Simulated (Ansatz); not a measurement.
Sn2PbSe3 in space group P-3m1 (No. 164; Sn on 2d, Pb on 1a, Se on 2d, Se on 1b) at seven volumes, LDA (plane waves, PAW; program Ansatz), shape and atoms relaxed at each. One row is withheld.

```csv
V (Å³/atom),P (GPa)
23.912,6.80
24.700,4.16
25.488,1.90
26.277,-0.01
27.065,-1.65
27.853,?
28.642,-4.23
```

### Question
Fit the shown pressures and predict the withheld one.

### Answer
P = (3/2)B₀(x^(7/2) − x^(5/2))[1 + (3/4)(B′ − 4)(x − 1)] with x = (V₀/V)^(2/3). Least squares on the six rows gives V₀ = 26.271 Å³/atom, B₀ = 59.0 GPa, B′ = 4.32. At V = 27.853, x = 0.9618 and P = -3.04 GPa. The run itself gave -3.05 GPa.

The first step of the workflow began from a Materials Project structure, measured or hypothetical; the Crystallography Open Database copy checked does not list it. With Sn and Pb taken as one species the cell has the higher symmetry Fm-3m, so it may be an ordered model of a mixed-site phase. Its standing as an ambient phase is unchecked. The cell was relaxed with LDA under the symmetry of its start; of distortions, only those at the zone centre were tested. Spin–orbit coupling is left out wherever it is not named.

Potentials: the later of the program's two PAW sets.
